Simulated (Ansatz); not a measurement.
In₂Ge₂O₇ (space group C2/m)

```
In2Ge2O7
1.0
    3.32724    -4.43386     0.00000
    3.32724     4.43386     0.00000
   -1.03884     0.00000     4.85041
In Ge O
2 2 7
Cartesian
  3.32724   1.71110   0.00000
  3.32724  -1.71110   0.00000
  4.46089   0.00000   2.88243
  1.15475   0.00000   1.96798
  1.38070  -1.47844   1.02754
  4.23495   1.47844   3.82287
  4.23495  -1.47844   3.82287
  1.38070   1.47844   1.02754
 -0.51942   0.00000   2.42520
  1.99404   0.00000   3.52441
  3.62161   0.00000   1.32600
```

The slice is a (100) plane (indices of the conventional cell) through the point (0.413, 0.413, 0.727) (fractional), spanned by u = [001] and v = [1 -1 0] in vectors of this cell: u (4.96 Å) and v (8.87 Å, at 90° to u). It covers one period; positions are fractions (u, v).

Level of theory: PBEsol (plane waves to 420 eV, PAW, scalar-relativistic; Ansatz, an electronic-structure program). k mesh 5×5×6. These are valence fields of a PAW run, semicore shells included where kept as valence: close to a nucleus they are smooth pseudo fields. In2Ge2O7 was relaxed with its symmetry unable to fall.

Three fields on this plane, each scaled to ten steps between its own extremes (0 low, 9 high; the total valence density on a logarithmic scale, the potential cut 8 eV below its top; x marks points blanked near nuclei; v = 0 in the bottom row):

Map A
```
|xx8544555568x|
|9876555444468|
|6679865543335|
|469xx86543112|
|469xx86542102|
|4689975431002|
|5677643210013|
|5665431111123|
|5554310124444|
|5443101256765|
|5431001469x87|
|542100147xx97|
|5431001469x87|
|5443101256765|
|5554310124444|
|5665431111123|
|5677643210013|
|4689975431002|
|469xx86542102|
|469xx86543112|
|6679865543335|
|9876555444468|
|xx8544555568x|
|xx8534555569x|
```

Map B
```
|xx3446763112x|
|0200025654454|
|5000003677777|
|300xx00688887|
|300xx00689987|
|4000001799998|
|6200004799998|
|7543357899988|
|6677788999876|
|3578899997422|
|0378999970x00|
|026899997xx00|
|0378999970x00|
|3578899997422|
|6677788999876|
|7543357899988|
|6200004799998|
|4000001799998|
|300xx00689987|
|300xx00688887|
|5000003677777|
|0200025654454|
|xx3446763112x|
|xx0667752000x|
```

Map C
```
|xx2000010002x|
|1100000000001|
|0000000000000|
|000xx00000000|
|000xx00000000|
|0000000000000|
|0000000000000|
|0000000000000|
|0000000000000|
|0000000012100|
|0000000149x00|
|000000017xx00|
|0000000149x00|
|0000000012100|
|0000000000000|
|0000000000000|
|0000000000000|
|0000000000000|
|000xx00000000|
|000xx00000000|
|0000000000000|
|1100000000001|
|xx2000010002x|
|xx3000111003x|
```

Problem. Assign the maps to these fields: density of the highest valence band (whole band, smooth part); valence electron density; electrostatic potential energy of an electron, from the cell's mean.

Solution. A is the valence electron density; B is the electrostatic potential energy of an electron, from the cell's mean; C is the density of the highest valence band (whole band, smooth part).
